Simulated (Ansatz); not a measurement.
## Computed properties of NiAuO2

NiAuO2:
```
CELL_PARAMETERS angstrom
      2.95469     0.00000     0.00000
     -1.47734     2.55883     0.00000
      0.00000     0.00000    12.04882
ATOMIC_POSITIONS crystal
  Ni 0.00000 0.00000 0.00000
  Ni 0.00000 0.00000 0.50000
  Au 0.66667 0.33333 0.75000
  Au 0.33333 0.66667 0.25000
  O  0.33333 0.66667 0.41852
  O  0.66667 0.33333 0.58148
  O  0.66667 0.33333 0.91852
  O  0.33333 0.66667 0.08148
```
The run is spin-polarised; directions of the spins, atom by atom: ↑ ↑ 0 0 0 0 0 0.

Space group P6_3/mmc (No. 194); conventional cell a = 2.9547 Å, b = 2.9547 Å, c = 12.0488 Å, α = 90.00°, β = 90.00°, γ = 120.00°.

Method: the program Ansatz at the r²SCAN level (PAW). The cell and atoms are relaxed at this level. Other levels are named where they apply.

### Cell and energy

- Volume per atom = 11.39 Å³
- Density = 10.49 g/cm³
- Formation energy from the elements (no fitted shifts) = -0.76 eV/atom

### Electronic structure

* **Electronic character**: metallic (no gap)
* **Density of states at the Fermi level**: 0.39 states/eV per atom (mean over ±0.08 eV)

### Magnetism

- Magnetic order = ferromagnetic
- Net moment = 0.25 μB per atom

The workflow started from a Materials Project entry (that database holds measured and hypothetical structures alike); the Crystallography Open Database copy checked does not list it. Its standing as an ambient phase is unchecked. Symmetry was held in the r²SCAN relaxation; whether a distortion lowers the energy is not shown. The final state is ferromagnetic, chosen from 5 collinear starts compared on coarse meshes (ties went to the first, and starts can fall back to one state), not a proven ground state. Other orbital occupations within this spin state were not tried. No Hubbard U is applied. For itinerant 3d metals, meta-GGAs of the SCAN family and hybrids are commonly reported to give too large moments. The compound may be a true metal, but semilocal functionals without U, or a wrong spin order, can also close a gap. Point labels and valley counts follow the cell and symmetry of the run, lower than the named group. The references are the lowest solids computed at this level, not always the standard phases (solids in place of the gases). Scalar-relativistic: spin–orbit coupling is off unless named, which matters more the heavier the elements.

Potentials: the later of the program's two PAW sets.
